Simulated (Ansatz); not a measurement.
MgTe:
```yaml
crystal:
  lattice:
    - [4.56105, 0.00000, 0.00000]
    - [-2.28052, 3.94998, 0.00000]
    - [0.00000, 0.00000, 7.41131]
  atoms:
    - { symbol: Mg, position: [0.66667, 0.33333, 0.00101] }
    - { symbol: Mg, position: [0.33333, 0.66667, 0.50101] }
    - { symbol: Te, position: [0.66667, 0.33333, 0.62419] }
    - { symbol: Te, position: [0.33333, 0.66667, 0.12419] }
```

Tensor components refer to the Cartesian frame of this cell.

### Question
Give the proper piezoelectric stress tensor with relaxed ions from PBEsol in the plane-wave PAW code Ansatz.

### Answer
In C/m², rows x, y, z, Voigt columns; mesh uncertainty up to 0.00.
```
 0.00   0.00   0.00   0.00   0.10   0.00
 0.00   0.00   0.00   0.10   0.00   0.00
 0.12   0.12  -0.26   0.00   0.00   0.00
```

The elastic tensor of the same run (GPa):

|  | 1 | 2 | 3 | 4 | 5 | 6 |
|---|---|---|---|---|---|---|
| 1 | 52.2 | 30.5 | 26.1 | 0.0 | 0.0 | 0.0 |
| 2 | 30.5 | 52.2 | 26.1 | 0.0 | 0.0 | 0.0 |
| 3 | 26.1 | 26.1 | 55.9 | 0.0 | 0.0 | 0.0 |
| 4 | 0.0 | 0.0 | 0.0 | 9.8 | 0.0 | 0.0 |
| 5 | 0.0 | 0.0 | 0.0 | 0.0 | 9.8 | 0.0 |
| 6 | 0.0 | 0.0 | 0.0 | 0.0 | 0.0 | 10.8 |

### Question
Convert to strain constants d = e·S.

### Answer
In pC/N:
```
 0.0   0.0   0.0   0.0  10.0   0.0
 0.0   0.0   0.0  10.0   0.0   0.0
 4.2   4.2  -8.6   0.0   0.0   0.0
```

Space group P6_3mc (wurtzite). Symmetry was held in the PBEsol relaxation. Spin–orbit coupling is left out wherever it is not named.

Potentials: the later of the program's two PAW sets.
